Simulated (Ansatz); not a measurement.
Cu2O:
```
CELL_PARAMETERS angstrom
      4.24566     0.00000     0.00000
      0.00000     4.24566     0.00000
      0.00000     0.00000     4.24566
ATOMIC_POSITIONS crystal
  Cu 0.75000 0.75000 0.75000
  Cu 0.75000 0.25000 0.25000
  Cu 0.25000 0.75000 0.25000
  Cu 0.25000 0.25000 0.75000
  O  0.00000 0.00000 0.00000
  O  0.50000 0.50000 0.50000
```

Relaxed with r²SCAN.

### Question
Which orbitals make up the states near the band edges in r²SCAN in the plane-wave PAW code Ansatz?

### Answer
Top 1 eV of the valence band: Cu 3d 70 %, O 2p 16 %, Cu 4s 13 %. Bottom 1 eV of the conduction band: Cu 3d 41 %, Cu 4s 25 %, O 2s 18 %, O 2p 10 %, outside the projected shells 5 %. Projections are on Löwdin-orthogonalised atomic valence shells; empty p or d shells of many metals are not among them.

### Question
Tabulate the density of states.

### Answer
States/eV per cell of 6 atoms, in 0.25 eV bins, energy from the valence-band maximum.

| E (eV) | total | Cu 3d | O 2p | Cu 4s |
|---|---|---|---|---|
| -7.80 | 0.00 | 0.00 | 0.00 | 0.00 |
| -7.55 | 9.74 | 2.10 | 6.30 | 1.29 |
| -7.30 | 7.02 | 1.67 | 4.58 | 0.71 |
| -7.05 | 3.74 | 0.87 | 2.52 | 0.28 |
| -6.80 | 3.22 | 0.71 | 2.24 | 0.19 |
| -6.55 | 3.35 | 0.71 | 2.39 | 0.16 |
| -6.30 | 3.03 | 0.61 | 2.25 | 0.09 |
| -6.05 | 9.73 | 1.73 | 7.66 | 0.09 |
| -5.80 | 5.72 | 1.06 | 4.50 | 0.05 |
| -5.55 | 1.80 | 0.26 | 1.49 | 0.02 |
| -5.30 | 0.65 | 0.05 | 0.58 | 0.00 |
| -5.05 | 0.01 | 0.00 | 0.01 | 0.00 |
| -4.80 | 0.03 | 0.01 | 0.00 | 0.01 |
| -4.55 | 0.26 | 0.11 | 0.04 | 0.10 |
| -4.30 | 0.56 | 0.28 | 0.05 | 0.22 |
| -4.05 | 0.90 | 0.50 | 0.04 | 0.35 |
| -3.80 | 1.34 | 0.82 | 0.03 | 0.48 |
| -3.55 | 2.30 | 1.57 | 0.02 | 0.69 |
| -3.30 | 4.35 | 3.50 | 0.01 | 0.81 |
| -3.05 | 10.99 | 10.00 | 0.03 | 0.92 |
| -2.80 | 7.41 | 7.06 | 0.11 | 0.20 |
| -2.55 | 19.33 | 18.75 | 0.23 | 0.25 |
| -2.30 | 24.07 | 23.64 | 0.14 | 0.20 |
| -2.05 | 26.22 | 25.76 | 0.22 | 0.15 |
| -1.80 | 25.55 | 24.55 | 0.67 | 0.20 |
| -1.55 | 8.94 | 7.60 | 0.94 | 0.29 |
| -1.30 | 8.14 | 6.17 | 1.33 | 0.51 |
| -1.05 | 2.77 | 1.95 | 0.35 | 0.42 |
| -0.80 | 3.07 | 2.25 | 0.36 | 0.38 |
| -0.55 | 9.44 | 6.56 | 1.51 | 1.24 |
| -0.30 | 3.66 | 2.50 | 0.72 | 0.39 |
| -0.05 | 0.68 | 0.45 | 0.15 | 0.08 |
| 0.20 | 0.00 | 0.00 | 0.00 | 0.00 |
| 0.45 | 0.00 | 0.00 | 0.00 | 0.00 |
| 0.70 | 0.00 | 0.00 | 0.00 | 0.00 |
| 0.95 | 0.15 | 0.08 | 0.01 | 0.03 |
| 1.20 | 0.33 | 0.15 | 0.02 | 0.08 |
| 1.45 | 0.47 | 0.20 | 0.05 | 0.12 |
| 1.70 | 0.71 | 0.25 | 0.09 | 0.19 |
| 1.95 | 1.30 | 0.35 | 0.17 | 0.39 |
| 2.20 | 3.17 | 0.68 | 0.37 | 1.12 |
| 2.45 | 2.87 | 0.51 | 0.35 | 0.95 |
| 2.70 | 2.31 | 0.36 | 0.30 | 0.70 |
| 2.95 | 3.52 | 0.51 | 0.50 | 0.97 |
| 3.20 | 3.03 | 0.36 | 0.42 | 0.69 |
| 3.45 | 2.13 | 0.23 | 0.30 | 0.40 |
| 3.70 | 2.08 | 0.20 | 0.28 | 0.38 |
| 3.95 | 1.65 | 0.17 | 0.27 | 0.39 |
| 4.20 | 1.47 | 0.14 | 0.23 | 0.45 |
| 4.45 | 1.64 | 0.11 | 0.17 | 0.53 |
| 4.70 | 1.41 | 0.07 | 0.12 | 0.43 |
| 4.95 | 0.87 | 0.03 | 0.06 | 0.23 |
| 5.20 | 1.43 | 0.09 | 0.18 | 0.58 |
| 5.45 | 1.89 | 0.10 | 0.21 | 0.73 |

Space group Pn-3m. Symmetry was held in the r²SCAN relaxation. The run is not spin-polarised. No Hubbard U is applied.

Potentials: the later of the program's two PAW sets.
